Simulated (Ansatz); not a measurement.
According to plane-wave PAW LDA (Ansatz code), Br in the molecular I2 type structure (Cmce) relaxes to a = 6.655 Å, b = 3.925 Å, c = 8.415 Å.

The Kohn–Sham gap is 1.06 eV (indirect).

The cell was relaxed with LDA under the symmetry of its start. The substance is a gas or liquid at ambient conditions; this is its low-temperature solid. The volume lies over 15 % below that of the usual cell of this phase: another minimum, or an error of the functional. A crystal of weakly bound units computed without a dispersion correction: the cell and the soft elastic constants depend strongly on that. Spin–orbit coupling is left out wherever it is not named.

Potentials: the later of the program's two PAW sets.
